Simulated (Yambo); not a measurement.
Yambo run on CsH (rock salt, space group Fm-3m, No. 225). The wavefunctions come from this Quantum ESPRESSO step (PBEsol, PseudoDojo standard norm-conserving files, fully relativistic):

```
&CONTROL
  calculation = 'nscf'
  pseudo_dir = './pseudo'
  outdir = './out'
/
&SYSTEM
  ibrav = 0
  nat = 2
  ntyp = 2
  ecutwfc = 72.0
  ecutrho = 288.0
  occupations = 'fixed'
  force_symmorphic = .true.
  nbnd = 227
  noncolin = .true.
  lspinorb = .true.
/
&ELECTRONS
  conv_thr = 2e-09
  diago_full_acc = .true.
  diago_thr_init = 1e-08
/
ATOMIC_SPECIES
H 1.0080 H.upf
Cs 132.9055 Cs.upf
CELL_PARAMETERS angstrom
  0.000000000000   3.191255000000   3.191255000000
  3.191255000000   0.000000000000   3.191255000000
  3.191255000000   3.191255000000   0.000000000000
ATOMIC_POSITIONS crystal
H   0.500000000000   0.500000000000   0.500000000000
Cs   0.000000000000   0.000000000000   0.000000000000
K_POINTS automatic
4 4 4 0 0 0
```

Yambo input:

```
rim_cut
gw0
dyson
el_el_corr
HF_and_locXC
ppa
em1d
RandQpts= 1000000
RandGvec= 1 Ry
EXXRLvcs= 72 Ry
VXCRLvcs= 288 Ry
Chimod= "HARTREE"
% BndsRnXp
 1 | 226 |
%
NGsBlkXp= 8 Ry
% LongDrXp
 1.0 | 1.0 | 1.0 |
%
PPAPntXp= 27.2114 eV
% GbndRnge
 1 | 226 |
%
GTermKind= "BG"
DysSolver= "n"
ExtendOut
% QPkrange
 1 | 1 | 10 | 11 |
 3 | 3 | 8 | 12 |
 7 | 7 | 10 | 11 |
 8 | 8 | 10 | 11 |
%
```

k points by index: 1 = Γ, 3 = L, 7 = X, 8 = W.

Table of the .qp output:

```
#    K-point    Band    Eo [eV]    E [eV]    E-Eo [eV]    Vxc [eV]    Vnlxc [eV]    Sc|Eo [eV]    Sc|E [eV]    dSc/dw|Eo [eV]    Re(Z)    Im(Z)
#
    1    10    -1.771127    -3.455305    -1.684179    -8.351875    -11.94332    1.476591    1.907265    -6.957810    0.796369    -0.001625
    1    11    5.121804    5.967399    0.845595    -7.913159    -3.371061    -3.529691    -3.696503    -5.367094    0.835254    -0.001294
    3    8    -7.454705    -9.428109    -1.973405    -12.85413    -17.22128    1.916323    2.393747    -6.582633    0.805210    -0.001631
    3    9    -0.64953E-13    -1.594674    -1.594674    -10.16622    -13.42033    1.255524    1.659433    -6.891686    0.797913    -0.001615
    3    10    0.000000    -1.594674    -1.594674    -10.16622    -13.42033    1.255524    1.659433    -6.891686    0.797913    -0.001615
    3    11    2.149738    2.668895    0.519158    -6.516068    -2.833563    -3.071009    -3.163348    -4.838724    0.849024    -0.001266
    3    12    2.149738    2.668896    0.519158    -6.516068    -2.833563    -3.071009    -3.163348    -4.838724    0.849024    -0.001266
    7    10    -1.168746    -2.839847    -1.671100    -9.056939    -12.67074    1.506707    1.942696    -7.098698    0.793097    -0.001846
    7    11    3.063784    3.695144    0.631360    -6.788335    -2.769660    -3.271214    -3.387315    -5.002755    0.844701    -0.001319
    8    10    -0.733142    -2.373924    -1.640782    -9.506559    -12.97731    1.407463    1.829966    -7.006274    0.795240    -0.001781
    8    11    4.006954    4.621995    0.615042    -7.096083    -3.029760    -3.334027    -3.451280    -5.186363    0.839914    -0.001423
```
(The two width columns are left out.) Convergence of these settings isn't established.

Geometry of the Materials Project entry, not relaxed at this level.
